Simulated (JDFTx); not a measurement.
Reference run:

| Quantity | Value |
|---|---|
| surface | Ni(100) |
| bulk | Ni, Fm-3m, lattice of mp-23 (not re-optimised) |
| slab | 5 atoms in 5 planes, 1x1, 7.0 Å between the outermost planes |
| in-plane cell | 2.457 × 2.457 Å, 6.04 Å² |
| cell height | 23.0 Å |
| sampling | 10×10×1 k mesh, Fermi smearing 0.004 Ha, spin-polarised from a ferromagnetic start |

The reference is PBE, GBRV ultrasoft potentials, plane waves to 20/100 Ha; code: JDFTx (a modified build). Unrelaxed; liquid: CANDLE, water, 1 M KF. SHE scale: U = −μ/e − 4.44 V, by convention.

```tsv
slab thickness	work function (eV)	U_pzc (V)	k states × plane waves	cycles, vacuum run	rough core time, vacuum run
2 atoms, 1.7 Å	[?]	[?]	42 × 3082	31	3 min
3 atoms, 3.5 Å	4.92	0.17	42 × 3395	29	4 min
4 atoms, 5.2 Å	4.90	0.16	42 × 3689	26	6 min
5 atoms, 7.0 Å	4.92	0.17	42 × 4004	37	8 min
```

Q: Complete the blanks.

A: 
- 2 atoms, 1.7 Å, work function (eV): 4.98
- 2 atoms, 1.7 Å, U_pzc (V): 0.24

The times are rough (shared hosts); only ratios past two mean anything.
